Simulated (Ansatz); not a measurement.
Values for one crystal, relaxed and computed with DFT-PBEsol in the program Ansatz with PAW potentials; other levels are named.

| Item | Value |
|---|---|
| Volume per atom | 12.43 Å³ |
| Electronic character | metallic (no gap) |
| Debye temperature from the elastic constants | 655 K |
| Formation energy from the elements (no fitted shifts) | -193 meV/atom |
| Zone-centre stability | no imaginary mode at Γ |
| Highest zone-centre frequency | 438 cm⁻¹ |
| Density of states at the Fermi level | 0.69 states/eV per atom (mean over ±0.08 eV) |

Pick the material that matches.
A. CaB6, Pm-3m (Ca on 1a, B on 6f)
B. Fe2O3, corundum
C. ScC, rock salt
D. LaSb, rock salt

C, ScC, rock salt

Space group Fm-3m (rock salt). The first step of the workflow began from a Materials Project structure, measured or hypothetical; the Crystallography Open Database copy checked does not list it. Whether it is the stable phase at ambient conditions was not checked. Symmetry was held in the PBEsol relaxation. No spin polarisation was allowed. As this level gives no gap, shear constants depend on the k-mesh and smearing (Fermi–Dirac, 0.1 eV here). As this level gives no gap, phonon frequencies hold no LO–TO term and depend on the k-mesh and smearing (Fermi–Dirac, 0.1 eV here). The references are the lowest solids computed at this level, not always the standard phases.

Potentials: the later of the program's two PAW sets.
